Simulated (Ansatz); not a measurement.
## Field gradients at the nuclei in NiGe

The cell is a computed structure from the Materials Project (it need not be an observed phase), taken as it stands.

Space group Pnma (No. 62); a = 5.3297, b = 3.4509, c = 5.7707 Å.

| site | Wyckoff | site symmetry | x | y | z |
| --- | --- | --- | --- | --- | --- |
| Ni | 4c | .m. | 0.5055 | 0.2500 | 0.6907 |
| Ge | 4c | .m. | 0.6897 | 0.2500 | 0.0870 |

One atom of each set is listed.

Computed with Ansatz: DFT, r2SCAN, plane waves and PAW, scalar-relativistic, collinear spin, 500 eV cutoff, Γ-centred 6×10×6 k-points, Fermi–Dirac smearing 0.05 eV. Start moments as typed (μB): 1.5 on each Ni, none on the rest.

V_zz is the principal component of the electric field gradient with the largest magnitude, η = (V_xx − V_yy)/V_zz and C_Q = eQV_zz/h. ν_Q = 3|C_Q|/[2I(2I − 1)].

61Ni: I = 3/2, Q = 162.0 mb; ⁷³Ge: I = 9/2, Q = -196.0 mb. Nuclear quadrupole moments: year-2017 set (Pyykkö).

(1) Which values are expected at the nuclei?

Results:

(1) 

| site | atoms | first shell | C_Q (MHz) | η | ν_Q (MHz) |
| --- | --- | --- | --- | --- | --- |
| Ni | 4 | 6 Ge at 2.32–2.49 Å, 4 Ni at 2.75–2.80 Å | -5.33 | 0.69 | 2.66 |
| Ge | 4 | 6 Ni at 2.32–2.49 Å, 2 Ge at 2.84 Å; also 2 Ge at 3.26 Å | -29.7 | 0.93 | 1.24 |

The program didn't check the stability of this electronic state in full, so a lower one may lie near. The run finds no gap above 0.1 eV (a metal, or nearly one), so the gradients can move by 10 % or more with the k-mesh. With these PAW files V_zz is typically within 2 to 3 % of all-electron values, but misses above 10 % occur on Ni. The start moments die out, and the run ends without spin. Where η is near 1 the sign of V_zz means little.

The run took 13 min of wall time (13 min of CPU time) and 1.6 GiB at its peak, on 1 thread of Arm Neoverse V1 (aarch64; 28 cores open to the job, memory cap 3.0 GiB, no GPU), a shared host with a load of 0.8 a core.
